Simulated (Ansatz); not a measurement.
## Compressing Si: a fit and a missing row

Si, I4/mmm, a = 6.603 Å, c = 3.817 Å. This isn't the element's structure at ambient conditions. Ansatz: LDA, PAW, 420 eV, Γ-centred 10×10×10 mesh on 4 atoms, Gaussian smearing 0.01 eV; no spin polarisation. Shape and atoms are relaxed at each volume; pressure is positive in compression.

```tsv
V (Å³/atom)	P (GPa)
18.302	?
18.926	10.01
19.550	6.19
20.174	2.88
20.798	0.02
21.422	-2.42
22.046	-4.51
22.878	-6.83
```

Question: Take V0 = 20.798 Å³/atom, count pressures from its P0 = 0.02 GPa, fit the third-order Birch–Murnaghan form to the other rows, and predict the missing pressure.

Answer: With the Eulerian strain f = ½[(V0/V)^(2/3) − 1] and y = (P − P0)/[3f(1 + 2f)^(5/2)], the form is the line y = B0 + 1.5 B0 (B0′ − 4) f. Rows (f, y): 0.03245, 87.7; 0.02106, 88.1; 0.01026, 88.3; -0.00976, 87.5; -0.01905, 87.3; -0.03078, 87.0. Means f = 0.0006967, y = 87.650; Σ(Δf)² = 0.003004, ΣΔfΔy = 0.04591; the slope is their ratio. y = 87.64 + 15.28 f GPa, so B0 = 87.6 GPa and B0′ = 4 + 2 × (15.28)/(3 × 87.64) = 4.12. At V = 18.302, f = 0.04448, y = 88.32 and P = 14.60 GPa. The run gave 14.50 GPa, so the fit is 0.10 GPa too high, a small miss on the scale of the series.

Where the gap has closed, the smearing of 0.02 eV or less is narrow for a metal on this mesh.